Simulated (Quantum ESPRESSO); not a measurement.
# SnHf3LiY2Ta: input and log of a self-consistent run

A calculation, not a measurement. The program is pw.x of Quantum ESPRESSO 7.5 (plane-wave density functional theory). The cell is made up: eight metal atoms on a hexagonal close-packed lattice, with elements, volume, strain and displacements drawn at random and not relaxed, so it may be unstable or far from any real phase. PseudoDojo standard norm-conserving files set the functional (PBE unless stated); there is no spin polarisation or spin-orbit coupling, the Fermi-Dirac width of 0.25 eV means electrons at about 2900 K, and the masses in the input are unused placeholders. The tin pseudopotential is less sure than most, with forces differing by about three percent from a second method on plain tin. Heavy elements are run without spin-orbit coupling, which real alloys of them have. A spin test at this wide smearing found no moment, but such smearing suppresses magnetism that the real alloy may have.

Input:

```
&control calculation='scf', pseudo_dir='./dojo.nc.sr.pbe.v0_5.standard.upf', outdir='./o', disk_io='minimal', tprnfor=.true., tstress=.true. /
&system ibrav=0, nat=8, ntyp=5, nbnd=60, ecutwfc=79.96652505, nosym=.true., tot_charge=0,
 occupations='smearing', smearing='fd', degauss=0.0183746611
/
&electrons conv_thr=1.470e-08, electron_maxstep=70, mixing_beta=0.5 /
ATOMIC_SPECIES
Hf 1.0 Hf.upf
Li 1.0 Li.upf
Sn 1.0 Sn.upf
Ta 1.0 Ta.upf
Y 1.0 Y.upf
CELL_PARAMETERS angstrom
4.8593 -2.8657 0.0243
-3.243 0.0397 -5.3741
3.1906 5.6466 -0.01
ATOMIC_POSITIONS angstrom
Sn -0.0168 -0.0178 0.0315
Hf 1.591 2.8239 0.0026
Hf 0.107 1.828 -2.6506
Li 1.5448 4.7321 -2.6645
Y 3.2471 -0.069 0.0191
Hf 4.7928 2.8094 -0.0242
Ta 1.5984 -0.9242 -2.6845
Y 3.212 1.8426 -2.7237
K_POINTS automatic
5 5 4 1 1 1
```

The log is shortened where brackets say so; the opening notice, blank lines, dates and the lines on written files are dropped, and the path of the files is cut. It prints rydbergs, bohrs and kilobars, and counts compression as positive stress. Its total energy is the free energy E - TS of the whole cell.

```
     Program PWSCF v.7.5
     Parallel version (MPI & OpenMP), running on       4 processor cores
     Number of MPI processes:                 4
     Threads/MPI process:                     1
     [start-up lines left out]
     bravais-lattice index     =            0
     lattice parameter (alat)  =      10.6607  a.u.
     unit-cell volume          =    1324.2752 (a.u.)^3
     number of atoms/cell      =            8
     number of atomic types    =            5
     number of electrons       =        88.00
     number of Kohn-Sham states=           60
     kinetic-energy cutoff     =      79.9665  Ry
     charge density cutoff     =     319.8661  Ry
     scf convergence threshold =      1.5E-08
     mixing beta               =       0.5000
     number of iterations used =            8  plain     mixing
     Exchange-correlation= PBE
                           (   1   4   3   4   0   0   0)
     [axes and pseudopotential details left out]
   Cartesian axes
     site n.     atom                  positions (alat units)
         1        Sn     tau(   1) = (  -0.0029780  -0.0031552   0.0055837  )
         2        Hf     tau(   2) = (   0.2820212   0.5005654   0.0004609  )
         3        Hf     tau(   3) = (   0.0189669   0.3240319  -0.4698462  )
         4        Li     tau(   4) = (   0.2738317   0.8388136  -0.4723101  )
         5        Y      tau(   5) = (   0.5755820  -0.0122310   0.0033857  )
         6        Hf     tau(   6) = (   0.8495733   0.4979952  -0.0042897  )
         7        Ta     tau(   7) = (   0.2833329  -0.1638240  -0.4758553  )
         8        Y      tau(   8) = (   0.5693602   0.3266199  -0.4828039  )
     number of k points=    50  Fermi-Dirac smearing, width (Ry)=  0.0184
                       cart. coord. in units 2pi/alat
        k(    1) = (   0.1428860   0.0438098  -0.1908752), wk =   0.0400000
        k(    2) = (   0.2535627   0.2309270  -0.2562807), wk =   0.0400000
     [further k points left out]
     Dense  grid:   127957 G-vectors     FFT dimensions: (  64,  72,  72)
     Estimated max dynamical RAM per process >     419.57 MB
     Estimated total dynamical RAM >       1.55 GB
     Initial potential from superposition of free atoms
     starting charge      87.9785, renormalised to      88.0000
     Starting wfcs are   71 randomized atomic wfcs
     total cpu time spent up to now is        9.1 secs
     per-process dynamical memory:   318.4 Mb
     Self-consistent Calculation
     iteration #  1     ecut=    79.97 Ry     beta= 0.50
     Davidson diagonalization with overlap
     ethr =  1.00E-02,  avg # of iterations =  2.5
     Threshold (ethr) on eigenvalues was too large:
     Diagonalizing with lowered threshold
     Davidson diagonalization with overlap
     ethr =  2.89E-04,  avg # of iterations =  5.4
     total cpu time spent up to now is       51.3 secs
     total energy              =    -803.76938534 Ry
     estimated scf accuracy    <       0.29266394 Ry
     iteration #  2     ecut=    79.97 Ry     beta= 0.50
     Davidson diagonalization with overlap
     ethr =  3.33E-04,  avg # of iterations =  4.7
     total cpu time spent up to now is       72.9 secs
     total energy              =    -803.78020283 Ry
     estimated scf accuracy    <       0.44532141 Ry
     iteration #  3     ecut=    79.97 Ry     beta= 0.50
     Davidson diagonalization with overlap
     ethr =  3.33E-04,  avg # of iterations =  2.2
     total cpu time spent up to now is       91.4 secs
     total energy              =    -803.82227625 Ry
     estimated scf accuracy    <       0.34034107 Ry
     iteration #  4     ecut=    79.97 Ry     beta= 0.50
     Davidson diagonalization with overlap
     ethr =  3.33E-04,  avg # of iterations =  1.2
     total cpu time spent up to now is      107.7 secs
     total energy              =    -803.85429526 Ry
     estimated scf accuracy    <       0.03910244 Ry
     iteration #  5     ecut=    79.97 Ry     beta= 0.50
     Davidson diagonalization with overlap
     ethr =  4.44E-05,  avg # of iterations =  5.1
     total cpu time spent up to now is      128.9 secs
     total energy              =    -803.85629327 Ry
     estimated scf accuracy    <       0.07061083 Ry
     [iterations 6 to 11 left out]
     iteration # 12     ecut=    79.97 Ry     beta= 0.50
     Davidson diagonalization with overlap
     ethr =  1.75E-09,  avg # of iterations =  5.1
     total cpu time spent up to now is      277.5 secs
     total energy              =    -803.86296736 Ry
     estimated scf accuracy    <       0.00000034 Ry
     iteration # 13     ecut=    79.97 Ry     beta= 0.50
     Davidson diagonalization with overlap
     ethr =  3.91E-10,  avg # of iterations =  2.1
     total cpu time spent up to now is      298.6 secs
     total energy              =    -803.86296742 Ry
     estimated scf accuracy    <       0.00000003 Ry
     iteration # 14     ecut=    79.97 Ry     beta= 0.50
     Davidson diagonalization with overlap
     ethr =  3.21E-11,  avg # of iterations =  5.0
     total cpu time spent up to now is      322.2 secs
     total energy              =    -803.86296742 Ry
     estimated scf accuracy    <       0.00000002 Ry
     iteration # 15     ecut=    79.97 Ry     beta= 0.50
     Davidson diagonalization with overlap
     ethr =  1.99E-11,  avg # of iterations =  2.0
     total cpu time spent up to now is      341.5 secs
     total energy              =    -803.86296742 Ry
     estimated scf accuracy    <       0.00000002 Ry
     iteration # 16     ecut=    79.97 Ry     beta= 0.50
     Davidson diagonalization with overlap
     ethr =  1.74E-11,  avg # of iterations =  1.0
     total cpu time spent up to now is      359.0 secs
     End of self-consistent calculation
     [lines on levels left out]
!    total energy              =    -803.86296742 Ry
     estimated scf accuracy    <          1.3E-09 Ry
     smearing contrib. (-TS)   =      -0.14090687 Ry
     internal energy E=F+TS    =    -803.72206056 Ry
     The total energy is F=E-TS. E is the sum of the following terms:
     one-electron contribution =    -220.02681034 Ry
     hartree contribution      =     137.23822786 Ry
     xc contribution           =    -194.08013773 Ry
     ewald contribution        =    -526.85334035 Ry
     convergence has been achieved in  16 iterations
     Forces acting on atoms (cartesian axes, Ry/au):
     atom    1 type  3   force =     0.00601057   -0.00356953   -0.01582783
     atom    2 type  1   force =     0.00608565   -0.00345255    0.00893295
     atom    3 type  1   force =    -0.03371578   -0.01801337   -0.00171041
     atom    4 type  2   force =     0.00588805    0.00425713    0.00215038
     atom    5 type  5   force =    -0.01479260   -0.00083663    0.01517764
     atom    6 type  1   force =    -0.01062911    0.01757981   -0.01013057
     atom    7 type  4   force =     0.01594541    0.00121506    0.01199093
     atom    8 type  5   force =     0.02520781    0.00282010   -0.01058308
     Total force =     0.063868     Total SCF correction =     0.000091
     Computing stress (Cartesian axis) and pressure
          total   stress  (Ry/bohr**3)                   (kbar)     P=      -33.92
  -0.00017294   0.00006837   0.00002071          -25.44       10.06        3.05
   0.00006837  -0.00019412   0.00005143           10.06      -28.56        7.57
   0.00002071   0.00005143  -0.00032464            3.05        7.57      -47.76
     init_run     :      8.57s CPU      8.87s WALL (       1 calls)
     electrons    :    344.15s CPU    349.88s WALL (       1 calls)
     forces       :      2.39s CPU      2.39s WALL (       1 calls)
     stress       :      8.14s CPU      8.15s WALL (       1 calls)
     [timing details left out]
     PWSCF        :   6m 3.51s CPU   6m 9.57s WALL
     JOB DONE.
```

In other units: free energy -10937.113 eV for the cell, pressure -3.39 GPa, largest force component 0.867 eV/Å in size. The run took 371 s of wall time with four MPI processes on a shared machine (Intel Xeon, 2023 or later, virtual cores), so the time is rough. A rerun of this cell at a higher cutoff and on a denser mesh moved values by no more than 0.002 eV in energy, 0.02 GPa in stress and 0.003 eV/Å in force, and a second program with other atomic files agreed on that cell to 2 % rms in force and 0.5 GPa in pressure.